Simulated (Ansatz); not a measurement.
# Structures of B₃As₂: which is lowest?

Plane-wave DFT in Ansatz with scalar-relativistic PAW potentials, cutoff 420 eV, Γ-centred meshes chosen by cell and gap, Gaussian smearing with energies taken to zero width. Every cell was relaxed (cell and atoms) in a run of its own, within the symmetry of its start. Functional: PBE.

Relaxed structures (starts from databases or built by putting these elements on another compound's sites):
A. P-3m1, 5 atoms in the computed cell, a = 3.186 Å, c = 6.767 Å; sites (symmetry × multiplicity) B -3m. × 1 + 3m. × 2, As 3m. × 2; start: built
B. R-3m, 5 atoms in the computed cell, a = 3.138 Å, c = 20.321 Å; sites (symmetry × multiplicity) B -3m × 3 + 3m × 6, As 3m × 6; start: built

Q: Rank them by energy. Could pressure change the order?

A:
| structure | group | E − E(lowest) (meV/atom) | V (Å³/atom) | gap on mesh (eV) |
| --- | --- | --- | --- | --- |
| A | P-3m1 | 0.0 | 11.90 | 0.00 |
| B | R-3m | 152 | 11.55 | 0.00 |

A is lowest, 152 meV/atom under B. The two lowest differ in volume by under 3 %, too little for a first-order estimate of what pressure does to that pair (other pairs aren't weighed here); with rigid cells even 3 % in favour of the higher one would need about 68 GPa. Other structures may lie lower than all of these, and vibrations aren't counted.